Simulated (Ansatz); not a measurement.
Nb (bcc (W type)), relaxed with PBEsol (Ansatz, a first-principles code, plane waves, PAW): a = 3.2701 Å, b = 3.2701 Å, c = 3.2701 Å, α = 90.00°, β = 90.00°, γ = 90.00°.

```
Quantity              Value
--------------------  -----
B₀ by P(V) fit (GPa)    181
K_Hill (GPa)            183
G_Hill (GPa)           28.2
Θ_D (K)                 233
```

Question: The same phase is relaxed and computed with r²SCAN in the same code. What are the cell and these values now?

Answer: a = 3.3024 Å, b = 3.3024 Å, c = 3.3024 Å, α = 90.00°, β = 90.00°, γ = 90.00°.

B₀ by P(V) fit (GPa): 172
K_Hill (GPa): 175
G_Hill (GPa): 23.7
Θ_D (K): 215

All cells were relaxed under the symmetry of their starts (and spin orders); stability against distortions was not tested throughout. Rows with no word on spin ran without spin polarisation. Scalar-relativistic: spin–orbit coupling is off unless named, which matters more the heavier the elements.

Potentials: the earlier of the program's two PAW sets.

Ansatz is a plane-wave DFT program.
